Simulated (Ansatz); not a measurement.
BiRh (NiAs type, P6_3/mmc) at seven volumes, DFT-LDA in the program Ansatz with PAW potentials, shape and atoms relaxed at each. One row is withheld.

| V (Å³/atom) | P (GPa) |
|---|---|
| 18.337 | 17.11 |
| 18.942 | ? |
| 19.546 | 4.70 |
| 20.151 | 0.00 |
| 20.755 | -3.91 |
| 21.360 | -7.15 |
| 21.964 | -9.83 |

Q: Fit the shown pressures and predict the withheld one.

A: Third-order Birch–Murnaghan: P = (3/2)B₀(x^(7/2) − x^(5/2))[1 + (3/4)(B′ − 4)(x − 1)] with x = (V₀/V)^(2/3). Least squares on the six rows gives V₀ = 20.151 Å³/atom, B₀ = 142.4 GPa, B′ = 5.13. At V = 18.942, x = 1.0421 and P = 10.33 GPa. The run itself gave 10.34 GPa.

The workflow started from a Materials Project entry (that database holds measured and hypothetical structures alike); the Crystallography Open Database files this formula in space group No. 194, but the cells were not matched. Its standing as an ambient phase is unchecked. The LDA relaxation kept the symmetry of its start; whether a distortion lowers the energy is not shown. The run is not spin-polarised. Scalar-relativistic: spin–orbit coupling is off unless named, which matters more the heavier the elements.

Potentials: the later of the program's two PAW sets.
